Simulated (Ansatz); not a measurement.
The elements of this relaxed trial crystal are hidden behind letters.

```
lattice vectors (Å)
   2.6516    0.0000    0.0000
  -1.3258    2.2963    0.0000
   0.0000    0.0000   13.2836
fractional positions
X 0.3333 0.6667 0.6025
X 0.3333 0.6667 0.8975
X 0.6667 0.3333 0.7500
X 0.6667 0.3333 0.1025
X 0.6667 0.3333 0.3975
X 0.3333 0.6667 0.2500
Z 0.0000 0.0000 0.5000
Z 0.0000 0.0000 0.0000
```

The calculation used Ansatz 0.2.0, DFT PBE, scalar-relativistic, plane waves, PAW. The final run on the 8-atom cell used 420 eV, a Γ-centred 18×18×4 mesh, 0.10 eV smearing and collinear spin.

```
Space group                                : P6_3/mmc (No. 194)
Conventional cell                          : a = 2.652 Å, c = 13.284 Å
Volume per atom                            : 10.11 Å³
Density                                    : 7.89 g/cm³
Formation energy                           : −0.14 eV/atom
Gap on the 18×18×4 mesh of the 8-atom cell : 0 eV (a metal)
Net moment per atom                        : 0.00 μB
```

Energies are uncorrected and count from the elements' standard states at the same level.

Question: X is a d-block element of period 4 and Z is a p-block element of period 2. Which elements are they?

Answer: X = Ni, Z = O, so the formula is Ni3O. Density times volume gives a mean mass of 7.89 × 10.11/1.6605 = 48.0 u per atom, and this set has 48.0 u. Among the elements that the hints allow, noble gases aside, only these give it. Ni on a site of symmetry 3m has 3 O at 2.05 Å, 3 Ni at 2.49 Å and 6 Ni at 2.65 Å; Ni on a site of symmetry -6m2 is surrounded by 6 Ni at 2.49 Å and 6 Ni at 2.65 Å; O has 6 Ni at 2.05 Å.

No Hubbard U is applied to the 3d shell of Ni. The magnetic state reached may not be the lowest. A structure relaxed within its symmetry needn't be a true minimum.
